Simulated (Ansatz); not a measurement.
Nb3Sn (A15 (Cr3Si type)), relaxed and computed with several functionals in Ansatz (plane waves, PAW).

```csv
functional,a (Å),ΔH_f (eV/atom),B₀ by P(V) fit (GPa),K_Hill (GPa),G_Hill (GPa),"highest Γ mode, no LO–TO term (cm⁻¹)",Θ_D (K)
r²SCAN,5.304,-0.23,170,170,39.6,205,269
PBEsol,5.259,-0.21,176,176,45.6,209,287
LDA,___,___,___,___,___,___,___
```

What belongs in the gaps?


- LDA, a (Å): 5.221
- LDA, ΔH_f (eV/atom): -0.21
- LDA, B₀ by P(V) fit (GPa): 185
- LDA, K_Hill (GPa): 186
- LDA, G_Hill (GPa): 47.5
- LDA, highest Γ mode, no LO–TO term (cm⁻¹): 213
- LDA, Θ_D (K): 291

All cells were relaxed under the symmetry of their starts (and spin orders); stability against distortions was not tested throughout. Rows with no word on spin ran without spin polarisation. Spin–orbit coupling is left out wherever it is not named.

Potentials: the later of the program's two PAW sets.

Ansatz (a first-principles code) is a plane-wave DFT program.

Formation energies count from the lowest solids of the elements computed at the same level, not from gases.
